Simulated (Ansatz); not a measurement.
# Surface calculation: fcc Pt (100), 5 layers

The slab is cut from the fcc crystal, the stable phase, as relaxed on PAW files (15.66 Å³/atom), with 16 Å of vacuum and a dipole correction:

```
CELL_PARAMETERS angstrom
2.80800 0.00000 0.00000
0.00000 2.80800 0.00000
0.00000 0.00000 23.94220
ATOMIC_POSITIONS crystal
Pt 0.00000 0.00000 0.33414
Pt 0.50000 0.50000 0.41707
Pt 0.00000 0.00000 0.50000
Pt 0.50000 0.50000 0.58293
Pt 0.00000 0.00000 0.66586
```

Level of theory: DFT with PBE, scalar-relativistic, in Ansatz 0.2.0; a Γ-centred 12×12×1 k mesh, Fermi–Dirac smearing of 0.08 eV, no spin polarisation. LAPW: all electrons, basis error target 1 meV/atom; PAW: frozen-core files, cutoff 420 eV.

The bulk energy comes from a cell in the slab's orientation on a 12×12×8 mesh. The surface energy is (E(slab) − N·E(bulk))/2A at zero smearing, the mean of both faces; thin slabs carry quantum-size effects.

Spin–orbit coupling is left out, which matters for the heavy atoms.

Task: As cut, the LAPW slab lies 1.831 eV above 5 atoms of bulk. What surface energy is that?

Result: Over two faces of 7.88 Å² it is 116.1 meV/Å², and times 16.02 J/m² per eV/Å² that gives γ = 1.861 J/m².

Task: What do relaxation and the other method give, and what work function comes out?

Result: 

| method | γ as cut (J/m²) | γ relaxed (J/m²) | Φ as cut (eV) | Φ relaxed (eV) |
| --- | --- | --- | --- | --- |
| LAPW | 1.861 | 1.842 | 5.68 | 5.67 |
| PAW | 1.860 | 1.841 | 5.68 | 5.67 |

Task: How do the spacings between the planes relax?

Result: From the bottom face up: d12 -2.4 % of 1.986 Å, d23 -0.6 % of 1.986 Å, d34 -0.6 % of 1.986 Å, d45 -2.4 % of 1.986 Å.

Task: What changes if the images along the normal are cut off in place of the dipole correction?

Result: LAPW then gives: no gap, work function 5.67 eV; PAW: no gap, work function 5.67 eV.

Task: A 4f core hole is made on one atom of each kind in every 1×1 cell (PAW hole dataset, neutral cell, valence without spin). What does it cost by layer?

Result: layer 1 71.08 eV, layer 2 71.76 eV, layer 3 71.76 eV. Shifts between layers mean more than the absolute values, and a whole layer of holes screens otherwise than one hole.

Task: In the relaxed 1×1 cell, replace the outer, then the middle Pt by Au, which changes a whole layer. What shift does this Z+1 picture give?

Result: E(outer) − E(middle) = -0.63 eV by LAPW and -0.63 eV by PAW; a positive value puts the surface line at higher binding energy.
